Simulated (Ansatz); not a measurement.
A relaxed structure of BAs. Level of theory: r2SCAN (plane waves to 500 eV, PAW, scalar-relativistic; Ansatz, a program for electronic structure).

```
CELL_PARAMETERS angstrom
      3.37639     0.00000     0.00000
     -1.68819     2.92404     0.00000
      0.00000     0.00000    16.61893
ATOMIC_POSITIONS crystal
  B  0.00000 0.00000 0.00029
  B  0.00000 0.00000 0.50029
  B  0.66667 0.33333 0.83248
  B  0.33333 0.66667 0.33248
  B  0.66667 0.33333 0.16650
  B  0.33333 0.66667 0.66650
  As 0.00000 0.00000 0.87440
  As 0.00000 0.00000 0.37440
  As 0.66667 0.33333 0.70807
  As 0.33333 0.66667 0.20807
  As 0.66667 0.33333 0.04197
  As 0.33333 0.66667 0.54197
```

Task: Determine the symmetry and give the standard cell with its independent sites.

Result: Space group P6₃mc (No. 186); a = b = 3.3764 Å, c = 16.6189 Å, α = β = 90.00°, γ = 120.00°

```
atom  site  symmetry       x       y       z
----  ----  --------  ------  ------  ------
B       2a       3m.  0.0000  0.0000  0.0003
B       2b       3m.  0.3333  0.6667  0.3325
B       2b       3m.  0.6667  0.3333  0.1665
As      2a       3m.  0.0000  0.0000  0.3744
As      2b       3m.  0.3333  0.6667  0.2081
As      2b       3m.  0.6667  0.3333  0.0420
```

This is the AFLOW prototype AB_hP12_186_a2b_a2b (B6, as in SiC).

Task: Give the shortest distances between elements (the closest pairs, up to four, under 3.6 Å).

Result: As–B 2.07 Å; B–B 3.38 Å; As–As 3.38 Å.

```json
{
 "volume_per_atom": "13.67 Å³",
 "band_gap": "1.46 eV, indirect (valence top at Γ, conduction bottom at k = (0, 0.4444, 0)) (no spin-orbit coupling)",
 "smallest_direct_gap": "2.74 eV at Γ"
}
```

No spin polarisation in the result.

The run could not lose the symmetry of its start.

The first start was generated by placing the elements on the sites of a structure type. Materials Project lists a structure of BAs in the same space group, P6₃mc (No. 186); the sites were not compared with it, nor with measured phases. Known forms of BAs include space group No. 216.
